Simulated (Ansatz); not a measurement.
The relaxed structure here is a generated cell of Ba: the first start was made by placing the elements on the sites of a structure type, and the end was not matched to a known phase here, so it may be hypothetical. Known forms of Ba include space group No. 229.

A relaxed cell of Ba (P6/mmm (No. 191)), relaxed on a k-mesh at least as fine as the one used below. Level of theory: r2SCAN (plane waves to 500 eV, PAW, scalar-relativistic; Ansatz, an electronic-structure program). Γ-centred k-mesh 5×5×4 on the run's cell (coarser than for final values), Fermi–Dirac smearing 0.05 eV.

```yaml
crystal:
  lattice:
    - [7.31679, 0.00000, 0.00000]
    - [-3.65839, 6.33652, 0.00000]
    - [0.00000, 0.00000, 8.57801]
  atoms:
    - { symbol: Ba, position: [0.00000, 0.00000, 0.00000] }
    - { symbol: Ba, position: [0.00000, 0.00000, 0.50000] }
    - { symbol: Ba, position: [0.33333, 0.66667, 0.25000] }
    - { symbol: Ba, position: [0.33333, 0.66667, 0.75000] }
    - { symbol: Ba, position: [0.66667, 0.33333, 0.25000] }
    - { symbol: Ba, position: [0.66667, 0.33333, 0.75000] }
```

The atoms are displaced by (Å):

```tsv
atom	ux	uy	uz
Ba1	0.051	-0.008	0.034
Ba2	-0.002	-0.024	0.159
Ba3	-0.020	0.059	0.160
Ba4	-0.014	0.015	-0.125
Ba5	-0.152	0.035	0.024
Ba6	-0.024	0.022	-0.042
```

Question: What forces (eV/Å) and pressure result?

Answer: 
| atom | Fx | Fy | Fz |
|---|---|---|---|
| Ba1 | -0.12 | 0.04 | 0.19 |
| Ba2 | -0.05 | 0.06 | -0.18 |
| Ba3 | -0.09 | -0.05 | -0.29 |
| Ba4 | 0.03 | -0.02 | 0.31 |
| Ba5 | 0.20 | 0.00 | -0.02 |
| Ba6 | 0.03 | -0.03 | 0.00 |

Pressure 0.0 GPa.

The undisplaced cell is probably no minimum: from this displacement the run went on to Im-3m (No. 229), 0.06 eV/atom below it.

No spin polarisation in the result.
